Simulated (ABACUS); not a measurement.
## Small calculations from the output for a model cell of HfSi (P6_3/mmc, 4 atoms in the cell; prototype structure)

```yaml
crystal:
  lattice:
    - [4.37025, 0.00000, 0.00000]
    - [-2.18513, 3.78475, 0.00000]
    - [0.00000, 0.00000, 6.09106]
  atoms:
    - { symbol: Hf, position: [0.00000, 0.00000, 0.00000] }
    - { symbol: Hf, position: [0.00000, 0.00000, 0.50000] }
    - { symbol: Si, position: [0.33333, 0.66667, 0.25000] }
    - { symbol: Si, position: [0.66667, 0.33333, 0.75000] }
```

Method: PBEsol, numerical atomic orbitals TZDP (confined pseudo-atomic orbitals; energy shift 0.01 Ry), PseudoDojo 0.4 standard norm-conserving PBEsol (tails mended) pseudopotentials run with ABACUS.

Main settings: basis = TZDP numerical atomic orbitals, energy shift 0.01 Ry; KPT = Gamma 9 9 6 0 0 0; basis_type = lcao; dft_functional = PBESOL; ecutwfc = 100 Ry; smearing_method = fd; smearing_sigma = 0.00999582 Ry; potentials = PseudoDojo 0.4 standard norm-conserving PBEsol (tails mended).

The starting geometry comes from a prototype or from typed values, not from a relaxation at this level; it need not be a known phase. The atom-centred basis is finite, which shifts total energies and pressures against plane waves.

With Fermi-Dirac occupations of width kT = 0.1360 eV the run gave E = -3296.7596 eV and F = E − TS = -3296.9357 eV for the cell.

Q: Extrapolate the energy to zero width, and estimate the density of states at the Fermi level.

A: TS = E − F = 0.1761 eV. To second order in the width E rises and F falls by the same amount, so E(0) ≈ (E + F)/2 = -3296.8476 eV. The Sommerfeld expansion gives TS = (π²/3) g (kT)², so g ≈ 3 × 0.1761/(π² × 0.1360²) = 2.89 states/eV for the cell, 0.72 an atom (both spins). This g is a mean over a few kT around the Fermi level on this mesh. It implies a bare coefficient γ = (π²/3) k_B² g = 2.357 × 0.72 = 1.7 mJ/(mol K²) for a mole of atoms, without any enhancement by phonons or spin fluctuations.

The atomic orbitals were generated for these runs; they are not ABACUS's published sets and were checked against plane waves on a few crystals only.

“Tails mended”: in these copies of the files the far tail of each local potential was reset to the Coulomb form.
